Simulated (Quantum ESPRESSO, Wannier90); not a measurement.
**Zr (hcp (Mg type)): Wannier90 run**

```
begin unit_cell_cart
ang
    3.2392297970    0.0000000000    0.0000000000
   -1.6196148985    2.8052552929    0.0000000000
    0.0000000000    0.0000000000    5.1722200000
end unit_cell_cart
begin atoms_frac
Zr   0.3333333333 -0.3333333333  0.2500000000
Zr  -0.3333333333  0.3333333333 -0.2500000000
end atoms_frac
```

Materials Project entry mp-131; symmetrised, unrelaxed at this level. This is the element's usual structure. Computed values, not measurements, from PBEsol: Quantum ESPRESSO (norm-conserving PseudoDojo potentials, cutoff 53 Ry, no spin polarisation, no spin-orbit coupling) on a Γ-centred 12×12×6 mesh, then Wannier90. Density: 18×18×8 mesh, cold smearing 0.01 Ry.

A tight-binding model is made by disentanglement and projection with no localisation steps (num_iter = 0), so the 18 orbitals stay atom-like: hydrogen-like Zr: s;p;d, axes along x, y, z; frozen window up to 1.50 eV relative to the Fermi level. It follows pw.x to 3.4 meV rms for states up to 1.0 eV relative to the Fermi level. Matrix elements depend on this choice of orbitals and windows.

The 30 largest hoppings ⟨m,0|H|n,R⟩ between different sites (one of each Hermitian pair; signs follow the real orbitals' lobes; the list may end inside a set of equal values):

```tsv
m	n	R	distance of the centres (Å)	t (eV)
Zr1 px	Zr1 px	1 0 0	3.24	2.272
Zr2 px	Zr2 px	1 0 0	3.24	2.272
Zr1 py	Zr1 py	0 1 0	3.24	1.688
Zr2 py	Zr2 py	1 1 0	3.24	1.688
Zr1 py	Zr1 py	1 1 0	3.24	1.687
Zr2 py	Zr2 py	0 1 0	3.24	1.687
Zr1 px	Zr1 dx2-y2	1 0 0	3.24	-1.504
Zr2 dx2-y2	Zr2 px	1 0 0	3.24	1.501
Zr2 px	Zr2 dx2-y2	1 0 0	3.24	-1.501
Zr1 dx2-y2	Zr1 px	1 0 0	3.24	1.499
Zr2 pz	Zr1 pz	0 1 0	3.19	1.472
Zr1 pz	Zr2 pz	1 -1 1	3.19	1.472
Zr1 pz	Zr2 pz	1 0 0	3.19	1.470
Zr1 pz	Zr2 pz	1 0 1	3.19	1.470
Zr1 pz	Zr2 pz	1 -1 0	3.19	1.468
Zr2 pz	Zr1 pz	0 1 -1	3.19	1.468
Zr1 s	Zr1 px	1 0 0	3.24	1.397
Zr1 px	Zr1 s	1 0 0	3.24	-1.397
Zr2 px	Zr2 s	1 0 0	3.24	-1.396
Zr2 s	Zr2 px	1 0 0	3.24	1.396
Zr2 py	Zr2 s	1 1 0	3.23	-1.276
Zr1 s	Zr1 py	0 1 0	3.23	1.275
Zr2 py	Zr2 s	0 1 0	3.23	-1.275
Zr1 s	Zr1 py	1 1 0	3.23	1.275
Zr1 pz	Zr2 dyz	1 0 0	3.21	-1.207
Zr1 pz	Zr2 dyz	1 0 1	3.21	-1.206
Zr1 dyz	Zr2 pz	1 0 1	3.22	1.203
Zr1 dyz	Zr2 pz	1 0 0	3.22	1.202
Zr1 dxy	Zr1 py	0 1 0	3.23	-1.195
Zr1 dxy	Zr1 py	1 1 0	3.23	1.194
```
